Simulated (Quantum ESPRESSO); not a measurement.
# Ru3Mo3GaHf: input and log of a self-consistent run

Computed values, not a measurement. The program is pw.x of Quantum ESPRESSO 7.5 (plane-wave density functional theory). The cell is made up: eight metal atoms on a face-centred cubic lattice, with elements, volume, strain and displacements drawn at random and not relaxed, so it may be unstable or far from any real phase. PseudoDojo standard norm-conserving files set the functional (PBE unless stated); there is no spin polarisation or spin-orbit coupling, the Fermi-Dirac width of 0.25 eV means electrons at about 2900 K, and the masses in the input are unused placeholders. Heavy elements are run without spin-orbit coupling, which real alloys of them have. A spin test at this wide smearing found no moment, but such smearing suppresses magnetism that the real alloy may have.

Input:

```
&control calculation='scf', pseudo_dir='./dojo.nc.sr.pbe.v0_5.standard.upf', outdir='./o', disk_io='minimal', tprnfor=.true., tstress=.true. /
&system ibrav=0, nat=8, ntyp=4, nbnd=75, ecutwfc=84.00895049, nosym=.true., tot_charge=0,
 occupations='smearing', smearing='fd', degauss=0.0183746611
/
&electrons conv_thr=1.470e-08, electron_maxstep=70, mixing_beta=0.5 /
ATOMIC_SPECIES
Ga 1.0 Ga.upf
Hf 1.0 Hf.upf
Mo 1.0 Mo.upf
Ru 1.0 Ru.upf
CELL_PARAMETERS angstrom
0.0196 -2.0644 -2.0396
-0.1081 4.0084 -3.9588
8.1936 -0.1473 0.069
ATOMIC_POSITIONS angstrom
Ru 0.1378 -0.0641 0.0807
Ru 4.116 -0.1596 -0.0159
Mo -0.0606 1.9263 -1.9402
Ga 4.1229 1.9649 -1.9294
Ru 2.0914 0.0467 -1.9631
Mo 6.1168 -0.1128 -1.9745
Mo 1.9425 2.0296 -3.9593
Hf 6.0909 1.8369 -3.7804
K_POINTS automatic
8 4 3 1 1 1
```

The log is shortened where brackets say so; the opening notice, blank lines, dates and the lines on written files are dropped, and the path of the files is cut. It prints rydbergs, bohrs and kilobars, and counts compression as positive stress. Its total energy is the free energy E - TS of the whole cell.

```
     Program PWSCF v.7.5
     Parallel version (MPI & OpenMP), running on       4 processor cores
     Number of MPI processes:                 4
     Threads/MPI process:                     1
     [start-up lines left out]
     bravais-lattice index     =            0
     lattice parameter (alat)  =       5.4841  a.u.
     unit-cell volume          =     903.5732 (a.u.)^3
     number of atoms/cell      =            8
     number of atomic types    =            4
     number of electrons       =       115.00
     number of Kohn-Sham states=           75
     kinetic-energy cutoff     =      84.0090  Ry
     charge density cutoff     =     336.0358  Ry
     scf convergence threshold =      1.5E-08
     mixing beta               =       0.5000
     number of iterations used =            8  plain     mixing
     Exchange-correlation= PBE
                           (   1   4   3   4   0   0   0)
     [axes and pseudopotential details left out]
   Cartesian axes
     site n.     atom                  positions (alat units)
         1        Ru     tau(   1) = (   0.0474831  -0.0220876   0.0278076  )
         2        Ru     tau(   2) = (   1.4182904  -0.0549949  -0.0054788  )
         3        Mo     tau(   3) = (  -0.0208815   0.6637641  -0.6685537  )
         4        Ga     tau(   4) = (   1.4206680   0.6770648  -0.6648323  )
         5        Ru     tau(   5) = (   0.7206542   0.0160919  -0.6764446  )
         6        Mo     tau(   6) = (   2.1077257  -0.0388686  -0.6803728  )
         7        Mo     tau(   7) = (   0.6693463   0.6993592  -1.3642948  )
         8        Hf     tau(   8) = (   2.0988011   0.6329586  -1.3026495  )
     number of k points=    48  Fermi-Dirac smearing, width (Ry)=  0.0184
                       cart. coord. in units 2pi/alat
        k(    1) = (   0.0598399   0.0024269  -0.0908107), wk =   0.0416667
        k(    2) = (  -0.1763813  -0.0018801  -0.0887214), wk =   0.0416667
     [further k points left out]
     Dense  grid:    93865 G-vectors     FFT dimensions: (  32,  64,  96)
     Estimated max dynamical RAM per process >     333.36 MB
     Estimated total dynamical RAM >       1.24 GB
     Initial potential from superposition of free atoms
     starting charge     114.9889, renormalised to     115.0000
     Starting wfcs are   79 randomized atomic wfcs
     total cpu time spent up to now is        6.4 secs
     per-process dynamical memory:   250.5 Mb
     Self-consistent Calculation
     iteration #  1     ecut=    84.01 Ry     beta= 0.50
     Davidson diagonalization with overlap
     ethr =  1.00E-02,  avg # of iterations =  4.0
     total cpu time spent up to now is       19.3 secs
     total energy              =   -1292.66450853 Ry
     estimated scf accuracy    <       2.39018924 Ry
     iteration #  2     ecut=    84.01 Ry     beta= 0.50
     Davidson diagonalization with overlap
     ethr =  2.08E-03,  avg # of iterations =  5.6
     total cpu time spent up to now is       33.4 secs
     total energy              =   -1290.32136633 Ry
     estimated scf accuracy    <      59.53743421 Ry
     iteration #  3     ecut=    84.01 Ry     beta= 0.50
     Davidson diagonalization with overlap
     ethr =  2.08E-03,  avg # of iterations =  5.3
     total cpu time spent up to now is       47.0 secs
     total energy              =   -1293.15559168 Ry
     estimated scf accuracy    <       9.72797144 Ry
     iteration #  4     ecut=    84.01 Ry     beta= 0.50
     Davidson diagonalization with overlap
     ethr =  2.08E-03,  avg # of iterations =  2.1
     total cpu time spent up to now is       57.5 secs
     total energy              =   -1293.71542586 Ry
     estimated scf accuracy    <       1.31880463 Ry
     iteration #  5     ecut=    84.01 Ry     beta= 0.50
     Davidson diagonalization with overlap
     ethr =  1.15E-03,  avg # of iterations =  1.4
     total cpu time spent up to now is       67.2 secs
     total energy              =   -1293.77344565 Ry
     estimated scf accuracy    <       1.83031353 Ry
     [iterations 6 to 17 left out]
     iteration # 18     ecut=    84.01 Ry     beta= 0.50
     Davidson diagonalization with overlap
     ethr =  1.06E-08,  avg # of iterations =  1.0
     total cpu time spent up to now is      231.3 secs
     total energy              =   -1293.88506241 Ry
     estimated scf accuracy    <       0.00000279 Ry
     iteration # 19     ecut=    84.01 Ry     beta= 0.50
     Davidson diagonalization with overlap
     ethr =  2.42E-09,  avg # of iterations =  1.0
     total cpu time spent up to now is      244.6 secs
     total energy              =   -1293.88506266 Ry
     estimated scf accuracy    <       0.00000044 Ry
     iteration # 20     ecut=    84.01 Ry     beta= 0.50
     Davidson diagonalization with overlap
     ethr =  3.86E-10,  avg # of iterations =  1.3
     total cpu time spent up to now is      258.2 secs
     total energy              =   -1293.88506266 Ry
     estimated scf accuracy    <       0.00000043 Ry
     iteration # 21     ecut=    84.01 Ry     beta= 0.50
     Davidson diagonalization with overlap
     ethr =  3.70E-10,  avg # of iterations =  1.0
     total cpu time spent up to now is      271.4 secs
     total energy              =   -1293.88506270 Ry
     estimated scf accuracy    <       0.00000009 Ry
     iteration # 22     ecut=    84.01 Ry     beta= 0.50
     Davidson diagonalization with overlap
     ethr =  7.96E-11,  avg # of iterations =  1.2
     total cpu time spent up to now is      284.9 secs
     End of self-consistent calculation
     [lines on levels left out]
!    total energy              =   -1293.88506270 Ry
     estimated scf accuracy    <       0.00000001 Ry
     smearing contrib. (-TS)   =      -0.13795937 Ry
     internal energy E=F+TS    =   -1293.74710333 Ry
     The total energy is F=E-TS. E is the sum of the following terms:
     one-electron contribution =    -286.55681407 Ry
     hartree contribution      =     215.08641193 Ry
     xc contribution           =    -234.29052061 Ry
     ewald contribution        =    -987.98618059 Ry
     convergence has been achieved in  22 iterations
     Forces acting on atoms (cartesian axes, Ry/au):
     atom    1 type  4   force =     0.02478034    0.02007880   -0.01434641
     atom    2 type  4   force =    -0.02001111    0.00966641    0.01381548
     atom    3 type  3   force =     0.07631894   -0.02232877    0.03792241
     atom    4 type  1   force =    -0.07830362   -0.02566602    0.02626862
     atom    5 type  4   force =    -0.01966634   -0.00973913   -0.00745703
     atom    6 type  3   force =     0.00290410   -0.05048397    0.04094129
     atom    7 type  3   force =    -0.00435744    0.00181374   -0.00754179
     atom    8 type  2   force =     0.01833512    0.07665895   -0.08960257
     Total force =     0.190369     Total SCF correction =     0.000773
     Computing stress (Cartesian axis) and pressure
          total   stress  (Ry/bohr**3)                   (kbar)     P=      -98.62
  -0.00075655   0.00009207  -0.00000934         -111.29       13.54       -1.37
   0.00009207  -0.00065028   0.00001854           13.54      -95.66        2.73
  -0.00000934   0.00001854  -0.00060446           -1.37        2.73      -88.92
     init_run     :      6.06s CPU      6.32s WALL (       1 calls)
     electrons    :    272.82s CPU    278.49s WALL (       1 calls)
     forces       :      1.59s CPU      1.60s WALL (       1 calls)
     stress       :      5.45s CPU      5.45s WALL (       1 calls)
     [timing details left out]
     PWSCF        :   4m46.04s CPU   4m52.00s WALL
     JOB DONE.
```

In other units: free energy -17604.203 eV for the cell, pressure -9.86 GPa, largest force component 2.304 eV/Å in size. The run took 294 s of wall time with four MPI processes on a shared machine (Intel Xeon, 2023 or later, virtual cores), so the time is rough. A rerun of this cell at a higher cutoff and on a denser mesh moved values by no more than 0.012 eV in energy, 0.06 GPa in stress and 0.013 eV/Å in force, and a second program with other atomic files agreed on that cell to 2 % rms in force and 0.5 GPa in pressure.